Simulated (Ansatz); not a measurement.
BiBrO:
```
BiBrO
1.0
    3.91924     0.00000     0.00000
    0.00000     3.91924     0.00000
    0.00000     0.00000     8.27574
Bi Br O
2 2 2
Direct
  0.00000   0.50000   0.84945
  0.50000   0.00000   0.15055
  0.50000   0.00000   0.66074
  0.00000   0.50000   0.33926
  0.00000   0.00000   0.00000
  0.50000   0.50000   0.00000
```

Relaxed with r²SCAN+D4. Special points in fractions of this cell's reciprocal vectors: Γ (0.000, 0.000, 0.000); X (0.000, 0.500, 0.000); M (0.500, 0.500, 0.000); Z (0.000, 0.000, 0.500); R (0.000, 0.500, 0.500); A (0.500, 0.500, 0.500).

### Question
List the band energies nearest the valence-band maximum at these points for DFT-r²SCAN+D4 in the program Ansatz with PAW potentials.

### Answer
In eV from the valence-band maximum; about four levels below and three above (degenerate sets whole), none deeper than 8.9 eV; points with the same levels are listed once.

| k | below | above |
|---|---|---|
| Γ | -1.01 -1.01 -0.86 -0.86 -0.67 | 2.76 3.59 5.42 5.42 |
| X | -0.58 -0.58 -0.15 -0.15 | 4.83 4.83 5.36 5.36 |
| M | -1.13 -1.13 -0.84 -0.84 | 3.84 3.84 5.60 5.60 |
| Z | -1.02 -0.58 -0.58 -0.22 | 2.58 3.02 5.27 5.27 |
| R | -0.58 -0.58 -0.13 -0.13 | 4.69 4.69 5.39 5.39 |
| A | -1.13 -1.13 -1.09 -1.09 | 4.41 4.41 5.77 5.77 |

Space group P4/nmm. The first step of the workflow began from a Materials Project structure, measured or hypothetical; the Crystallography Open Database files this formula in space group No. 129, but the cells were not matched. Its standing as an ambient phase is unchecked. The r²SCAN+D4 relaxation kept the symmetry of its start; its stability against distortions is not shown here. Scalar-relativistic: spin–orbit coupling is off unless named, which matters more the heavier the elements.

Potentials: the later of the program's two PAW sets.
